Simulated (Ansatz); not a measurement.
**Zn$_{3}$N$_{2}$, first-principles data**

Zn₃N₂:
```
Zn3N2
1.0
    3.31954     0.00000     0.00000
   -1.65977     2.87481     0.00000
    0.00000     0.00000    11.65642
Zn N
6 4
Direct
  0.33333   0.66667   0.07880
  0.66667   0.33333   0.92120
  0.66667   0.33333   0.57880
  0.33333   0.66667   0.42120
  0.00000   0.00000   0.25000
  0.00000   0.00000   0.75000
  0.33333   0.66667   0.25000
  0.66667   0.33333   0.75000
  0.00000   0.00000   0.00000
  0.00000   0.00000   0.50000
```

Space group P6_3/mmc (No. 194); conventional cell a = 3.3195 Å, b = 3.3195 Å, c = 11.6564 Å, α = 90.00°, β = 90.00°, γ = 120.00°.

Method: LDA in the plane-wave PAW code Ansatz. Geometry: relaxed at this level of theory. Other levels are named where they apply.

Cell and energy:

```yaml
volume_per_atom: 11.12 Å³
density: 6.69 g/cm³
Formation energy from the elements (no fitted shifts): -0.059 eV/atom
```

Electronic structure:

```yaml
electronic_character: no gap, with almost no states at the Fermi level (zero-gap or semimetallic)
Density of states at the Fermi level: 0.01 states/eV per atom (mean over ±0.08 eV)
```

Mechanics:

```yaml
Bulk modulus (Birch–Murnaghan fit): 1650 kbar
Pressure derivative B′: 4.6
Elastic constants (relaxed ions, GPa): C11 = 272, C12 = 152, C13 = 98.3, C33 = 264, C44 = 59.8
mechanical_stability: stable (all eigenvalues of C positive)
hill_bulk_and_shear_moduli: 166 and 65.3 GPa
Young's modulus: 173 GPa
Poisson's ratio: 0.33
debye_temperature_from_the_elastic_constants: 467 K
```

Phonons:

```yaml
highest_zone_centre_frequency: 605 cm^-1
zone_centre_stability: no imaginary mode at Γ
```

The workflow started from a Materials Project entry (that database holds measured and hypothetical structures alike); the Crystallography Open Database copy checked does not list it. Its standing as an ambient phase is unchecked. The cell was relaxed with LDA under the symmetry of its start. As this level gives no gap, shear constants depend on the k-mesh and smearing (Fermi–Dirac, 0.1 eV here). As this level gives no gap, phonon frequencies hold no LO–TO term and depend on the k-mesh and smearing (Fermi–Dirac, 0.1 eV here). The references are the lowest solids computed at this level, not always the standard phases (solids in place of the gases).

Potentials: the later of the program's two PAW sets.
